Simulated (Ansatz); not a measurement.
# Two states of BaCrF6

```
CELL_PARAMETERS angstrom
3.67637 2.12255 2.38703
-3.67637 2.12255 2.38703
0.00000 -4.24510 2.38703
ATOMIC_POSITIONS crystal
Ba 0.50000 0.50000 0.50000
F 0.26000 0.89700 0.26000
F 0.26000 0.26000 0.89700
F 0.89700 0.26000 0.26000
F 0.74000 0.10300 0.74000
F 0.10300 0.74000 0.74000
F 0.74000 0.74000 0.10300
Cr 0.00000 0.00000 0.00000
```

Single point in Ansatz 0.2.0 with r2SCAN. Cutoff 500 eV, PAW datasets, 5×5×5 Γ-centred k mesh, fermi-dirac filling (width 0.1 eV).

State A: Cr8 up (collinear spin). State B: no moments (no spin polarisation).

Question: Which state is lower, and how do they differ?

Answer: State A is lower by 198.2 meV an atom at zero smearing; in free energy at this smearing B lies +177.9 meV an atom from A.

```json
{"state": "A", "free energy (meV/atom)": "0.0", "largest moment in a small sphere (μB)": "1.63", "net moment (μB/cell)": "2.00", "gap on mesh (eV)": "0.48", "pressure (GPa)": "-1.0", "largest force (eV/Å)": "0.82"}
{"state": "B", "free energy (meV/atom)": "177.9", "largest moment in a small sphere (μB)": "0.00", "net moment (μB/cell)": "0.00", "gap on mesh (eV)": "metal", "pressure (GPa)": "-1.7", "largest force (eV/Å)": "0.77"}
```

Origin: a database entry at a rescaled volume. Caveats: the state breaks the symmetry of the cell; the Fermi level lies in a narrow band between gaps, which spin or distortion may split.
